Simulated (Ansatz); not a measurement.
**Field gradients of SiO2 from run to run**

Cell of run 1: an entry of the Crystallography Open Database (COD) (the cell was measured well above room temperature).

```cif
data_SiO2
_symmetry_space_group_name_H-M 'P4_12_12'
_symmetry_Int_Tables_number 92
_cell_length_a 4.9877
_cell_length_b 4.9877
_cell_length_c 6.9697
_cell_angle_alpha 90.000
_cell_angle_beta 90.000
_cell_angle_gamma 90.000
loop_
_atom_site_label
_atom_site_type_symbol
_atom_site_symmetry_multiplicity
_atom_site_Wyckoff_symbol
_atom_site_fract_x
_atom_site_fract_y
_atom_site_fract_z
Si Si 4 a 0.2949 0.2949 0.0000
O O 8 b 0.2416 0.0968 0.1747
```

One atom of each set is listed.

Relaxed positions (PBE, cell held):

Si (0.3034, 0.3034, 0.0000)
O (0.2376, 0.1129, 0.1833)

All runs are DFT with Ansatz 0.2.0 (plane waves and PAW, scalar-relativistic unless spin–orbit coupling is named, Γ-centred meshes, Fermi–Dirac smearing where given) in this cell.

Run 1: PBE, atoms as given; 420 eV, 5×5×4 k-points, smearing 0.02 eV.
Run 2: PBE, atoms relaxed; 420 eV, 5×5×4 k-points, smearing 0.02 eV.
Run 3: r2SCAN, at the relaxed atoms; 500 eV, 5×5×4 k-points, smearing 0.02 eV.

```csv
run,Si V_zz (η),O V_zz (η)
1,-0.26 (0.51),9.03 (0.12)
2,?,?
3,-0.37 (0.70),9.40 (0.18)
```

V_zz in 10²¹ V/m².

Problem. Estimate the row of run 2.

Solution. Si: -0.37 (0.76); O: 9.52 (0.18). It lies nearest to run 3, from whose tensors on these sites it differs by 0.13 at most (largest principal value of the difference, on O). Taken one at a time, the positions of the atoms (as given or relaxed) move the tensors on these sites by up to 0.69 (largest principal value of the change, on O), the functional (r2SCAN with its higher cutoff) by 0.13 (O). On some sites the largest principal value moves to another axis from run to run, and the sign of V_zz can flip with it.

In runs 1, 3 the atoms aren't at the calculated equilibrium (largest force 0.68, 0.29 eV/Å). The cell isn't the equilibrium one in run 1 (calculated pressure 9 GPa), and the entry's cell may itself be off.
